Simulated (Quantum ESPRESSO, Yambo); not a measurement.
**RbCl: DFT and GW levels**

```
RbCl
1.0
    0.00000     3.27043     3.27043
    3.27043     0.00000     3.27043
    3.27043     3.27043     0.00000
Cl Rb
1 1
Direct
  0.50000   0.50000   0.50000
  0.00000   0.00000   0.00000
```

Cell and atoms were relaxed with PBEsol from Materials Project entry mp-23295, within its symmetry.

Starting point: norm-conserving PBEsol (Quantum ESPRESSO, 58 Ry, with spin-orbit coupling). G0W0 in Yambo: 4×4×4 Γ-centred k mesh, 196 bands and a 7 Ry block in the screening, 196 bands in G with the Bruneval-Gonze terminator, plasmon pole fitted at 27.2 eV.

```yaml
PBEsol gap along the band path: 4.85 eV
PBEsol gap between the mesh's edge points (Γ → Γ): 4.85 eV
G0W0 gap between the same points: 7.81 eV
```

```csv
k point,band,E PBEsol (eV),E QP (eV),shift (eV),Z
Γ,VB−2,0.00,-2.21,-2.21,0.82
Γ,VB−1,0.00,-2.20,-2.20,0.82
Γ,VB,0.00,-2.20,-2.20,0.82
Γ,CB,4.85,5.61,0.75,0.88
Γ,CB+1,4.85,5.61,0.75,0.88
L,VB,-0.37,-2.60,-2.23,0.81
L,CB,7.60,8.43,0.82,0.88
X,VB,-0.09,-2.32,-2.22,0.82
X,CB,6.02,6.99,0.97,0.88
W,VB,-0.28,-2.52,-2.25,0.82
W,CB,7.53,8.53,1.01,0.87
```

Energies count from the PBEsol valence-band maximum.

Nearest settings tried, and what they do to the gap: 124 bands in W, 124 bands in G: -46 meV; 6 Ry block (137 vectors against 181): -46 meV. Not varied: mesh. So the settings aren't converged at that level.
